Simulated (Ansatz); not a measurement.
GaAs:
```cif
data_AsGa
_chemical_formula_sum 'As1 Ga1'
_space_group_name_H-M_alt 'P 1'
_space_group_IT_number 1
_cell_length_a 4.06196
_cell_length_b 4.06196
_cell_length_c 4.06196
_cell_angle_alpha 60.000
_cell_angle_beta 60.000
_cell_angle_gamma 60.000
loop_
_space_group_symop_operation_xyz
  'x, y, z'
loop_
_atom_site_label
_atom_site_type_symbol
_atom_site_fract_x
_atom_site_fract_y
_atom_site_fract_z
_atom_site_occupancy
As1 As 0.75000 0.75000 0.75000 1
Ga1 Ga 0.00000 0.00000 0.00000 1
```

Relaxed with PBE.

Problem. Which orbitals make up the states near the band edges in PBE (plane waves, PAW; program Ansatz)?

Solution. Top 1 eV of the valence band: As 4p 76 %, Ga 4p 22 %. Bottom 1 eV of the conduction band: Ga 4s 36 %, As 4s 22 %, Ga 4p 20 %, As 4p 19 %. Projections are on Löwdin-orthogonalised atomic valence shells; empty p or d shells of many metals are not among them.

Problem. Tabulate the density of states.

Solution. States/eV per cell of 2 atoms, in 0.25 eV bins, energy from the valence-band maximum.

| E (eV) | total | As 4p | Ga 4p | Ga 4s |
|---|---|---|---|---|
| -7.85 | 0.00 | 0.00 | 0.00 | 0.00 |
| -7.60 | 0.00 | 0.00 | 0.00 | 0.00 |
| -7.35 | 0.00 | 0.00 | 0.00 | 0.00 |
| -7.10 | 0.00 | 0.00 | 0.00 | 0.00 |
| -6.85 | 0.00 | 0.00 | 0.00 | 0.00 |
| -6.60 | 0.15 | 0.07 | 0.00 | 0.08 |
| -6.35 | 2.11 | 0.89 | 0.11 | 1.05 |
| -6.10 | 1.63 | 0.68 | 0.13 | 0.71 |
| -5.85 | 0.87 | 0.36 | 0.07 | 0.36 |
| -5.60 | 0.62 | 0.26 | 0.05 | 0.24 |
| -5.35 | 0.47 | 0.20 | 0.04 | 0.17 |
| -5.10 | 0.38 | 0.16 | 0.03 | 0.13 |
| -4.85 | 0.32 | 0.13 | 0.03 | 0.11 |
| -4.60 | 0.25 | 0.11 | 0.02 | 0.08 |
| -4.35 | 0.22 | 0.09 | 0.02 | 0.07 |
| -4.10 | 0.19 | 0.08 | 0.01 | 0.06 |
| -3.85 | 0.15 | 0.07 | 0.01 | 0.05 |
| -3.60 | 0.69 | 0.38 | 0.23 | 0.05 |
| -3.35 | 1.42 | 0.82 | 0.50 | 0.06 |
| -3.10 | 1.17 | 0.67 | 0.39 | 0.06 |
| -2.85 | 1.18 | 0.69 | 0.39 | 0.06 |
| -2.60 | 1.49 | 0.90 | 0.49 | 0.06 |
| -2.35 | 1.71 | 1.06 | 0.56 | 0.05 |
| -2.10 | 1.61 | 1.03 | 0.51 | 0.04 |
| -1.85 | 1.53 | 1.00 | 0.46 | 0.04 |
| -1.60 | 1.49 | 1.00 | 0.43 | 0.03 |
| -1.35 | 1.44 | 1.00 | 0.39 | 0.02 |
| -1.10 | 1.25 | 0.90 | 0.32 | 0.01 |
| -0.85 | 0.76 | 0.56 | 0.18 | 0.01 |
| -0.60 | 0.50 | 0.38 | 0.10 | 0.01 |
| -0.35 | 0.30 | 0.24 | 0.05 | 0.00 |
| -0.10 | 0.09 | 0.08 | 0.01 | 0.00 |
| 0.15 | 0.00 | 0.00 | 0.00 | 0.00 |
| 0.40 | 0.00 | 0.00 | 0.00 | 0.00 |
| 0.65 | 0.00 | 0.00 | 0.00 | 0.00 |
| 0.90 | 0.01 | 0.00 | 0.00 | 0.00 |
| 1.15 | 0.09 | 0.02 | 0.02 | 0.03 |
| 1.40 | 0.23 | 0.05 | 0.05 | 0.08 |
| 1.65 | 0.56 | 0.13 | 0.16 | 0.15 |
| 1.90 | 0.95 | 0.24 | 0.29 | 0.23 |
| 2.15 | 1.42 | 0.40 | 0.43 | 0.33 |
| 2.40 | 2.10 | 0.64 | 0.60 | 0.49 |
| 2.65 | 1.39 | 0.43 | 0.40 | 0.31 |
| 2.90 | 0.92 | 0.30 | 0.25 | 0.19 |
| 3.15 | 0.96 | 0.27 | 0.32 | 0.16 |
| 3.40 | 0.90 | 0.24 | 0.35 | 0.13 |
| 3.65 | 0.77 | 0.17 | 0.37 | 0.08 |
| 3.90 | 0.81 | 0.18 | 0.43 | 0.07 |
| 4.15 | 1.12 | 0.25 | 0.62 | 0.08 |
| 4.40 | 2.26 | 0.51 | 1.23 | 0.09 |
| 4.65 | 1.42 | 0.34 | 0.76 | 0.07 |
| 4.90 | 1.13 | 0.28 | 0.62 | 0.05 |

Space group F-43m (zinc blende). The PBE relaxation kept the symmetry of its start. Scalar-relativistic: spin–orbit coupling is off unless named, which matters more the heavier the elements.

Potentials: the later of the program's two PAW sets.
